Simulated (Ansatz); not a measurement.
What settings do to one calculation: zincblende alloy of GaAs and AlAs (6 of 8 Ga sites exchanged), 16 atoms with displaced atoms

Ansatz (PAW, plane waves), atoms fixed. The base input:

```yaml
crystal:
  lattice:
    - [11.339456, 0.000000, 0.000000]
    - [0.000000, 5.669728, 0.000000]
    - [0.000000, 0.000000, 5.669728]
  atoms:
    - { symbol: Al, position: [0.002291, 0.001882, 0.000419] }
    - { symbol: Al, position: [0.498499, 0.994747, 0.999659] }
    - { symbol: Al, position: [0.751373, 0.499541, 0.006733] }
    - { symbol: Al, position: [0.753648, 0.997162, 0.498166] }
    - { symbol: Al, position: [0.000342, 0.497509, 0.500241] }
    - { symbol: Al, position: [0.497824, 0.500267, 0.497529] }
    - { symbol: As, position: [0.123698, 0.250494, 0.254542] }
    - { symbol: As, position: [0.623879, 0.249347, 0.252151] }
    - { symbol: As, position: [0.373777, 0.755333, 0.251808] }
    - { symbol: As, position: [0.874579, 0.753129, 0.254212] }
    - { symbol: As, position: [0.375536, 0.251832, 0.752113] }
    - { symbol: As, position: [0.872323, 0.251983, 0.748591] }
    - { symbol: As, position: [0.127060, 0.751756, 0.746894] }
    - { symbol: As, position: [0.627654, 0.750127, 0.745443] }
    - { symbol: Ga, position: [0.251338, 0.501298, 0.996668] }
    - { symbol: Ga, position: [0.249501, 0.996671, 0.495763] }
kpoints:
  mp_grid: { grid: [2, 2, 2], shift: [0.5, 0.5, 0.5] }
hamiltonian:
  xc: pbesol
scf:
  occupations: { method: fermi_dirac, width: 0.01 }
output:
  forces: true
  eigenvalues: true
  stress: true
  populations: true
```

Command:

```sh
ansatz run in.yaml --threads 7 --pin off --max-ram 13300MiB --runs-dir r --events-out ev --progress --plain
```

It converged in 8 iterations and 4.1 s of wall time on 7 threads of a Neoverse-V2 processor, on a host shared with other runs; peak host memory 1.1 GiB; largest force component 0.51 eV/Å, pressure 0.22 GPa. The cutoff was the default, 420 eV. The base isn't a converged reference: it has few k points, and its atoms are unrelaxed. Each run below changes the keys shown and caps the iterations.

```tsv
run	changed	ending	iterations	free energy less the base (meV per atom)	rms change of forces (eV/Å)	change of pressure (GPa)	wall time (s, shared host)
1	max_iter 9	converged	8	0.0	0.000	0.00	3.4 CPU
2	width 1.0 eV, dr2_threshold 1e-05, max_iter 60	converged	6	-383.3	0.105	3.51	5.2 CPU
3	max_iter 90, total_charge 6	converged	24	other zero	0.308	5.78	5.9 CPU
4	ecutrho_ratio 6, mixing beta 0.01, max_iter 100	converged	11	0.0	0.000	0.00	3 CPU
5	ecutwfc 400 eV, max_iter 80	converged	8	0.4	0.000	0.00	2.5 CPU
6	ecutwfc 300 eV, max_iter 90	converged	8	60.0	0.006	0.04	1.7 CPU
```

«Other zero»: another functional, charge or dispersion term moves the zero of energy, so the difference says nothing of accuracy.

**Question.** Which changes leave the result alone, and which of the same physical model moves the forces most?

**Answer.** The forces move by under 0.002 eV/Å in runs 1, 4, 5. Run 2 (width 1.0 eV, dr2_threshold 1e-05, max_iter 60) moves them most among the runs with the same functional, charge and dispersion term, by 0.105 eV/Å.
